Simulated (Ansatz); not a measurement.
## How much do the gradients of SiO₂ depend on the method?

Cell: a COD entry, its atoms then relaxed with PBE in this cell.

Space group P4_2/mnm (No. 136); a = 4.1667, c = 2.6645 Å.

```
site  Wyckoff  site symmetry       x       y       z
  Si       2a           m.mm  0.0000  0.0000  0.0000
   O       4f           m.2m  0.3053  0.3053  0.0000
```

One atom of each set is listed.

First run. The numbers come from a DFT calculation in Ansatz (PBE, plane waves and PAW, scalar-relativistic, 420 eV cutoff, Γ-centred 7×7×11 k-points, Fermi–Dirac smearing 0.02 eV).

```tsv
site	V_zz (10²¹ V/m²)	η
Si	1.56	0.62
O	-11.10	0.17
```

Second run. The same atoms and settings, except that the functional is PBEsol.

Question: Given the first result, estimate the second.

Answer: 

```tsv
site	V_zz	η	change of V_zz
Si	1.54	0.64	-0.02
O	-10.85	0.17	+0.25
```

The largest change of V_zz is on O, from -11.10 to -10.85. In per cent, |V_zz| changes by -1 on Si, -2 on O (all sites that start above 0.5).

For the first run: At this cell the PBE pressure is 13 GPa, so with PBE the cell would grow if it were relaxed. The entry's cell may itself be off.
For the second run: At this cell the PBEsol pressure is 6 GPa, so with PBEsol the cell would grow if it were relaxed.
